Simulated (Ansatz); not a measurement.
Here is the system:

Starting cell, WS2 (2H-MoS2 type, space group P6_3/mmc):

```
WS2
1.0
    3.15405     0.00000     0.00000
   -1.57702     2.73148     0.00000
    0.00000     0.00000    12.14146
W S
2 4
Direct
  0.33333   0.66667   0.25000
  0.66667   0.33333   0.75000
  0.33333   0.66667   0.62030
  0.66667   0.33333   0.12030
  0.66667   0.33333   0.37970
  0.33333   0.66667   0.87970
```

In this cell atom 5 (S, nearest neighbour W at 2.407 Å; its periodic images, 3.2 Å or more away, move with it) is moved by s towards the nearest neighbour, unit vector (0.000, -0.756, -0.654); all other atoms and the cell stay fixed.

Method: PBE-D3(BJ) (plane waves to 420 eV, PAW, scalar-relativistic; Ansatz, a first-principles code). k mesh 10×10×3 (Γ-centred), Fermi-Dirac smearing 0.05 eV. The energy includes the smearing's −TS. Left out: 3 of 11 points, with atoms too close for the PAW data. Spin-orbit coupling is left out, though W is heavy. WS2 is run without spin polarisation. WS2 was relaxed with its symmetry unable to fall. The zero of ΔE is the undisplaced structure.

The scan covers s from -0.720 to 0.288 Å in 8 points.

Task: Is this a single well or a double well?

Result: A single well with its minimum at or next to zero displacement.

Task: Is the energy the same for displacements of ±0.288 Å, and if not, which side lies higher?

Result: Not even: the positive side lies higher at ±0.288 Å. With its periodic images moving along, the atom's site symmetry in this cell is 3m..

Task: What force acts on the atom along the line at s = -0.720 Å?

Result: 3.43 eV/Å.

Task: What is the energy change at s = 0.288 Å?

Result: 807 meV/cell.

Task: What is the force constant k = d²E/ds² of this move at s = 0?

Result: 13.9 eV/Å².

(A displaced cell: forces are minus the slopes of the energy, force constants its curvatures, and phonons follow from these.)
